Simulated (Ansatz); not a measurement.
Tl2Pt in space group I4/mcm (No. 140; Pt on 4a, Tl on 8h) under volume change, r²SCAN in the plane-wave PAW code Ansatz, shape and atoms relaxed at each volume.

| V (Å³/atom) | E − E(relaxed) (meV/atom) | P (GPa) |
|---|---|---|
| 20.554 | 53.2 | 9.41 |
| 21.232 | (withheld) | (withheld) |
| 21.909 | 5.0 | 2.48 |
| 22.587 | 0.0 | 0.00 |
| 23.265 | 4.3 | -1.97 |
| 23.942 | (withheld) | (withheld) |
| 24.620 | 33.6 | -4.74 |

Fill in the missing entries.


- 23.942, E − E(relaxed) (meV/atom): 16.0
- 23.942, P (GPa): -3.52
- 21.232, E − E(relaxed) (meV/atom): 21.8
- 21.232, P (GPa): 5.58

What does a third-order Birch–Murnaghan fit give for V₀, B₀ and B′?

V₀ = 22.59 Å³/atom, B₀ = 73.3 GPa, B′ = 6.6.

The workflow started from an entry of the Crystallography Open Database (COD). Its standing as an ambient phase is unchecked. The cell was relaxed with r²SCAN under the symmetry of its start; whether a distortion lowers the energy is not shown. The run is not spin-polarised. Spin–orbit coupling is left out wherever it is not named.

Potentials: the later of the program's two PAW sets.
